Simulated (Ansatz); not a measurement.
A geometry of ZrS2 away from equilibrium: the start of the relaxation of a generated cell, ZrS2 built in the pyrite structure type. Level of theory: PBEsol (plane waves to 420 eV, PAW, scalar-relativistic; Ansatz, a program for electronic structure). Γ-centred k-mesh 3×3×3 on the run's cell (coarser than for final values), Fermi–Dirac smearing 0.05 eV.

```xyz
12
Lattice="6.1727 0.0000 0.0000 0.0000 6.1727 0.0000 0.0000 0.0000 6.1727" Properties=species:S:1:pos:R:3:forces:R:3 pbc="T T T" free_energy=-23607.485 pressure_GPa=2.6
Zr     0.0000     0.0000     0.0000    0.0000    0.0000    0.0000
Zr     3.0863     3.0863     0.0000    0.0000    0.0000    0.0000
Zr     0.0000     3.0863     3.0863    0.0000    0.0000    0.0000
Zr     3.0863     0.0000     3.0863    0.0000    0.0000    0.0000
S      2.3771     2.3771     2.3771   -0.9698   -0.9698   -0.9698
S      5.4634     0.7092     3.7956   -0.9698    0.9698    0.9698
S      3.7956     5.4634     0.7092    0.9698   -0.9698    0.9698
S      0.7092     3.7956     5.4634    0.9698    0.9698   -0.9698
S      3.7956     3.7956     3.7956    0.9698    0.9698    0.9698
S      0.7092     5.4634     2.3771    0.9698   -0.9698   -0.9698
S      2.3771     0.7092     5.4634   -0.9698    0.9698   -0.9698
S      5.4634     2.3771     0.7092   -0.9698   -0.9698    0.9698
```

Positions in Å, forces in eV/Å, free energy of the cell in eV (comparable only within this code, potentials and settings). Largest force: 1.68 eV/Å, on S5, S6, S7, S8, S9, S10, S11, S12 (atoms numbered as listed); the geometry lies 0.17 eV/atom above the end of its relaxation.

No spin polarisation in the result.

The run could not lose the symmetry of its start, so the end can be a saddle point.

The end of the path is a generated cell of ZrS2: the first start was made by placing the elements on the sites of a structure type, and the end was not matched to a known phase here, so it may be hypothetical. Known forms of ZrS2 include space group No. 164.
